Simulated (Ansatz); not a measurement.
TaNO:
```cif
data_N4O4Ta4
_chemical_formula_sum 'Ta4 N4 O4'
_space_group_name_H-M_alt 'P21'
_space_group_IT_number 4
_space_group_name_Hall 'P 2yb'
_cell_length_a 4.91263
_cell_length_b 5.00594
_cell_length_c 5.17809
_cell_angle_alpha 90.000
_cell_angle_beta 91.026
_cell_angle_gamma 90.000
loop_
_atom_site_label
_atom_site_type_symbol
_atom_site_symmetry_multiplicity
_atom_site_Wyckoff_symbol
_atom_site_fract_x
_atom_site_fract_y
_atom_site_fract_z
_atom_site_occupancy
Ta1 Ta 2 a 0.27833 0.24557 0.95137 1
Ta2 Ta 2 a 0.73976 0.25475 0.46980 1
N1 N 2 a 0.07388 0.12108 0.63429 1
O1 O 2 a 0.92931 0.13701 0.12588 1
N2 N 2 a 0.46134 0.00717 0.26323 1
O2 O 2 a 0.44347 0.50843 0.22990 1
```

Relaxed with PBE.

Q: Which orbitals make up the states near the band edges in PBE in the plane-wave PAW code Ansatz?

A: Top 1 eV of the valence band: N 2p 61 %, O 2p 24 %, Ta 5d 13 %. Bottom 1 eV of the conduction band: Ta 5d 83 %, O 2p 7 %, N 2p 6 %. Projections are on Löwdin-orthogonalised atomic valence shells; empty p or d shells of many metals are not among them.

Q: Tabulate the density of states.

A: States/eV per cell of 12 atoms, in 0.25 eV bins, energy from the valence-band maximum.

| E (eV) | total | Ta 5d | O 2p | N 2p |
|---|---|---|---|---|
| -7.85 | 0.00 | 0.00 | 0.00 | 0.00 |
| -7.60 | 0.00 | 0.00 | 0.00 | 0.00 |
| -7.35 | 0.00 | 0.00 | 0.00 | 0.00 |
| -7.10 | 0.62 | 0.17 | 0.27 | 0.12 |
| -6.85 | 3.95 | 1.01 | 1.78 | 0.78 |
| -6.60 | 5.31 | 1.37 | 2.49 | 0.99 |
| -6.35 | 6.66 | 1.84 | 3.26 | 1.13 |
| -6.10 | 8.94 | 2.64 | 4.53 | 1.36 |
| -5.85 | 10.43 | 2.92 | 5.38 | 1.62 |
| -5.60 | 8.58 | 2.30 | 4.55 | 1.29 |
| -5.35 | 5.55 | 1.41 | 2.90 | 0.95 |
| -5.10 | 8.97 | 2.01 | 4.98 | 1.46 |
| -4.85 | 5.24 | 1.11 | 2.82 | 0.98 |
| -4.60 | 6.20 | 1.33 | 3.19 | 1.31 |
| -4.35 | 8.81 | 1.87 | 4.63 | 1.86 |
| -4.10 | 4.80 | 0.95 | 2.42 | 1.15 |
| -3.85 | 6.12 | 1.22 | 2.89 | 1.63 |
| -3.60 | 5.65 | 1.18 | 2.57 | 1.57 |
| -3.35 | 4.59 | 1.10 | 1.49 | 1.76 |
| -3.10 | 8.15 | 1.91 | 2.40 | 3.42 |
| -2.85 | 8.48 | 1.77 | 2.67 | 3.61 |
| -2.60 | 7.74 | 1.53 | 2.25 | 3.59 |
| -2.35 | 9.27 | 1.75 | 2.71 | 4.39 |
| -2.10 | 7.23 | 1.25 | 2.27 | 3.38 |
| -1.85 | 9.15 | 1.42 | 2.87 | 4.46 |
| -1.60 | 8.22 | 1.25 | 2.64 | 4.02 |
| -1.35 | 8.53 | 1.16 | 2.81 | 4.26 |
| -1.10 | 7.52 | 0.90 | 2.63 | 3.75 |
| -0.85 | 4.41 | 0.57 | 1.16 | 2.53 |
| -0.60 | 5.83 | 0.80 | 1.33 | 3.51 |
| -0.35 | 5.69 | 0.70 | 1.15 | 3.66 |
| -0.10 | 1.34 | 0.14 | 0.30 | 0.87 |
| 0.15 | 0.00 | 0.00 | 0.00 | 0.00 |
| 0.40 | 0.00 | 0.00 | 0.00 | 0.00 |
| 0.65 | 0.00 | 0.00 | 0.00 | 0.00 |
| 0.90 | 0.00 | 0.00 | 0.00 | 0.00 |
| 1.15 | 0.00 | 0.00 | 0.00 | 0.00 |
| 1.40 | 0.00 | 0.00 | 0.00 | 0.00 |
| 1.65 | 0.00 | 0.00 | 0.00 | 0.00 |
| 1.90 | 1.80 | 1.52 | 0.10 | 0.10 |
| 2.15 | 5.47 | 4.59 | 0.36 | 0.32 |
| 2.40 | 8.04 | 6.65 | 0.59 | 0.44 |
| 2.65 | 7.99 | 6.53 | 0.55 | 0.58 |
| 2.90 | 6.45 | 5.21 | 0.47 | 0.47 |
| 3.15 | 6.19 | 4.80 | 0.51 | 0.50 |
| 3.40 | 6.57 | 4.91 | 0.61 | 0.54 |
| 3.65 | 6.53 | 4.74 | 0.56 | 0.64 |
| 3.90 | 8.73 | 6.22 | 0.77 | 0.97 |
| 4.15 | 5.38 | 3.71 | 0.39 | 0.75 |
| 4.40 | 4.37 | 2.94 | 0.25 | 0.64 |
| 4.65 | 5.65 | 3.80 | 0.34 | 0.75 |
| 4.90 | 6.87 | 4.53 | 0.48 | 0.92 |
| 5.15 | 4.31 | 2.80 | 0.39 | 0.54 |
| 5.40 | 6.56 | 4.18 | 0.61 | 0.85 |
| 5.65 | 4.67 | 2.89 | 0.46 | 0.65 |
| 5.90 | 4.82 | 2.92 | 0.54 | 0.84 |
| 6.15 | 8.36 | 4.95 | 1.00 | 1.52 |
| 6.40 | 3.57 | 2.09 | 0.38 | 0.63 |
| 6.65 | 5.35 | 3.12 | 0.46 | 0.83 |

Space group P2_1. The start of the workflow was typed in or built on a structure type; neither database checked (COD, Materials Project) lists it. COD files the formula under space group No. 12, 14, 191, so this cell is another polymorph or a model. Its standing as an ambient phase is unchecked. The PBE relaxation kept the symmetry of its start; whether a distortion lowers the energy is not shown. No spin polarisation was allowed. Scalar-relativistic: spin–orbit coupling is off unless named, which matters more the heavier the elements.

Potentials: the earlier of the program's two PAW sets.
